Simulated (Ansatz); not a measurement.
## Cs₂TlVF₆: settings compared (Ansatz)

The command:

```bash
ansatz run input.yaml --threads 1 --pin off --max-ram 2560MiB --backend cpu --events-out ev --progress --plain --runs-dir out
```

Input:

```yaml
crystal:
  lattice:
    - [0.0, 4.62594603, 4.62594603]
    - [4.62594603, 0.0, 4.62594603]
    - [4.62594603, 4.62594603, 0.0]
  atoms:
    - { symbol: V, position: [0.0, 0.0, 0.0] }
    - { symbol: F, position: [0.79, 0.21, 0.21] }
    - { symbol: F, position: [0.21, 0.79, 0.21] }
    - { symbol: F, position: [0.21, 0.79, 0.79] }
    - { symbol: F, position: [0.79, 0.21, 0.79] }
    - { symbol: F, position: [0.21, 0.21, 0.79] }
    - { symbol: F, position: [0.79, 0.79, 0.21] }
    - { symbol: Cs, position: [0.25, 0.25, 0.25] }
    - { symbol: Cs, position: [0.75, 0.75, 0.75] }
    - { symbol: Tl, position: [0.5, 0.5, 0.5] }
  symmetry: { tolerance: 0.0003 }
kpoints:
  mp_grid: { grid: [4, 4, 4], shift: [0, 0, 0] }
magnetization:
  spin_polarized: false
scf:
  occupations: { method: cold, width: 0.1888 }
hamiltonian:
  pseudopotentials: { kind: paw }
  xc: r2scan
basis:
  ecutwfc: 500
output:
  forces: true
  stress: true
  eigenvalues: true
```

Origin of the cell: a database entry, scaled a little.

Output of this run (shortened):

```
SCF iter   1: F=—  HF=-30616.615189 eV  Δρ=1.15e-2  dr2=2.77e-1  dr2_τ=2.20e-1
SCF iter   2: F=—  HF=-30616.764693 eV  S|Δr|=    0.00e0  Δρ=6.79e-3  dr2=1.23e-1  dr2_τ=4.60e-3  defer=17
SCF iter   3: F=—  HF=-30616.756701 eV  S|Δr|=    0.00e0  Δρ=6.03e-3  dr2=9.82e-2  dr2_τ=1.66e-3  defer=17
SCF iter   4: F=—  HF=-30616.748122 eV  S|Δr|=    0.00e0  Δρ=4.71e-3  dr2=6.29e-2  dr2_τ=8.37e-4  defer=17
SCF iter   5: F=—  HF=-30616.737736 eV  S|Δr|=    0.00e0  Δρ=2.05e-3  dr2=1.43e-2  dr2_τ=2.57e-4  defer=17
SCF iter   6: F=—  HF=-30616.734695 eV  S|Δr|=    0.00e0  Δρ=4.89e-4  dr2=4.31e-4  dr2_τ=3.09e-5  defer=17
SCF iter   7: F=—  HF=-30616.734658 eV  S|Δr|=    0.00e0  Δρ=6.54e-5  dr2=4.90e-6  dr2_τ=9.58e-7  defer=17
SCF iter   8: F=—  HF=-30616.734520 eV  S|Δr|=    0.00e0  Δρ=1.01e-5  dr2=1.27e-7  dr2_τ=1.82e-8  defer=17
SCF iter   9: F=-30616.734520 eV  HF=-30616.734520 eV  S|Δr|=    0.00e0  Δρ=1.52e-6  dr2=2.12e-9  dr2_τ=6.85e-10
SCF 1 converged in 9 iterations: F = -30616.734520 eV  dr2 = 2.12e-9
SCF converged after 9 iterations
Stability not checked: this state was not tested for a lower state beside it, because cold or Methfessel-Paxton smearing, or corrected tetrahedra, fill the levels in a way that the test cannot read (fill_not_monotonic; […]
Free energy (F): -30616.734520 eV
Harris-Foulkes:  -30616.734520 eV  (|F-HF|=3.49e-9)
Internal energy: -30616.548528 eV  (E = F + TS)
E sigma→0 (E₀):  -30616.672523 eV
Entropy (-TS):   -0.185992 eV (-18.599 meV/atom)
Fermi energy:    7.845588 eV
--- Per-component energies (eV) ---
  E_band       = -633.273837
  E_kinetic    = 2200.107076
  E_local      = -7714.309640  (includes V_loc(G=0)·N_el)
  E_nonlocal   = 768.386897
  E_hartree    = 3135.823317
  E_xc         = -1148.358270
  E_vxc        = -1316.757887  (∫ρ·V_xc dr)
  E_paw        = -22712.845814  (= ΣΔE_a)
  E_vpaw       = -931.732335  (= ΣTr[D̂ρ^β])
  E_aug_tail   = 0.006887  (compensation charges beyond the density's cutoff)
  E_vtau       = 89.379415  (kinetic-family band-sum trace: ∫τ·v_τ [+ j·A + Jᵃ·Aᵃ] dr)
  E_ewald      = -5146.044370
  E_core_change = 0.685389  (= ΣΔE_core)
  E_smearing   = -0.185992  (= −TS)
  Σ components = -30616.734520   (vs F -30616.734520, Δ=0.00e0)
--- Forces (eV/Å), atoms counted from 1 ---
[… 5 lines left out …]
  atom   6  F     -0.000000     0.000000    -0.037009
  atom   7  F     -0.000000    -0.000000     0.037009
  atom   8  Cs    -0.000000    -0.000000     0.000000
  atom   9  Cs     0.000000     0.000000    -0.000000
  atom  10  Tl     0.000000    -0.000000    -0.000000
  max |Σ_I F_I| component: 3.53e-17 eV/Å
--- Stress (GPa, compression-positive) ---
       -0.587307      -0.000000       0.000000
        0.000000      -0.587307       0.000000
        0.000000      -0.000000      -0.587307
  P = ⅓ Tr σ = -0.5873 GPa (-5.873 kbar)
```

The same input was run again with these changes:

1. `crystal.symmetry` { tolerance: 0.0003 } → { detect: false }; `kpoints.mp_grid.shift` [0, 0, 0] → [0.5, 0.5, 0.5]; `scf.convergence.dr2_threshold` default → 1.0e-09
2. `basis.ecutwfc` 500 → "14.7 Ry"
3. `kpoints.mp_grid.shift` [0, 0, 0] → [0.5, 0.5, 0.5]; typed moments: none
4. `scf.convergence.dr2_threshold` default → 0.0001; `scf.occupations.width` 0.1888 → 0.01; `kpoints.mp_grid.grid` [4, 4, 4] → [2, 2, 2]

| run | end | SCF iterations | P (GPa) | max force component (eV/Å) | moment (μB) | ΔE(σ→0) (meV/atom) |
| --- | --- | --- | --- | --- | --- | --- |
| base | converged | 9 | -0.59 | 0.037 | – | 0 |
| 1 | converged | 14 | -0.59 | 0.037 | – | 0.00 |
| 2 | converged | 10 | 1.74 | 1.307 | – | 7454.60 |
| 3 | converged | 10 | -0.59 | 0.037 | – | 0.00 |
| 4 | converged | 8 | -0.74 | 0.110 | – | 7.35 |

Energies are compared only where functional, datasets, charge and starting cell are the same.

Not properties of the system: run 2 (too coarse or loose: `basis.ecutwfc` = "14.7 Ry"), run 4 (too coarse or loose: `scf.convergence.dr2_threshold` = 0.0001, `kpoints.mp_grid.grid` = [2, 2, 2]).

Caveats of the base run: no spin polarisation, so a magnetic state may lie lower; no spin-orbit coupling, though heavy elements are present; wide smearing.

Run 2: the cutoff lies below the datasets' advice.
Run 3: the k mesh keeps only part of the crystal's symmetry.
Run 4: the SCF threshold is loose for forces; the k mesh is coarse if the cell is a metal; the printed levels are not confirmed.

The base run ran for 8.8 s on 1 thread of Intel(R) Xeon(R) 6975P-C (Granite Rapids), on a shared host, peak memory 1.1 GiB, from the program's own first density.
